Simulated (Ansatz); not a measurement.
Relaxed-ion elastic tensor of AlGaN2 in space group P3m1 (No. 156; Al on 1a, Ga on 1c, N on 1c, N on 1a) in GPa (Voigt order), LDA (plane waves, PAW; program Ansatz); density 4.86 g/cm³, 10.64 Å³ per atom.

```
 382   141   104   2.3   0.0   0.0
 141   382   104  -2.3   0.0   0.0
 104   104   402   0.0   0.0   0.0
 2.3  -2.3   0.0   102   0.0   0.0
 0.0   0.0   0.0   0.0   102   2.3
 0.0   0.0   0.0   0.0   2.3   120
```

**Question.** Is the crystal mechanically stable?

**Answer.** Yes: the smallest eigenvalue of C is 101 GPa.

**Question.** Work out the Voigt, Reuss and Hill averages.

**Answer.** K_V = 207, K_R = 207, K_H = 207; G_V = 119, G_R = 117, G_H = 118 GPa.

**Question.** Give Young's modulus, Poisson's ratio, Pugh's ratio and the universal anisotropy index.

**Answer.** E = 9KG/(3K + G) = 297 GPa; ν = 0.26; K/G = 1.76 (near the Pugh limit of 1.75, no verdict); A_U = 5G_V/G_R + K_V/K_R − 6 = 0.11.

**Question.** Estimate the sound speeds and the Debye temperature.

**Answer.** v_l = √((K + 4G/3)/ρ) = 8650 m/s, v_t = √(G/ρ) = 4920 m/s, mean 5470 m/s; Θ = (h/k)(3n/4πV)^(1/3) v_m = 740 K.

**Question.** How much does each axis shrink under pressure?

**Answer.** Linear compressibilities β_i = Σ_j S_ij (j = 1 to 3): x 1.6, y 1.6, z 1.7 per TPa.

The workflow started from a Materials Project entry (that database holds measured and hypothetical structures alike); the Crystallography Open Database copy checked does not list it. With Al and Ga taken as one species the cell has the higher symmetry P6_3mc, so it may be an ordered model of a mixed-site phase. Its standing as an ambient phase is unchecked. The cell was relaxed with LDA under the symmetry of its start; phonons on a q-mesh show no instability.

Potentials: the later of the program's two PAW sets.
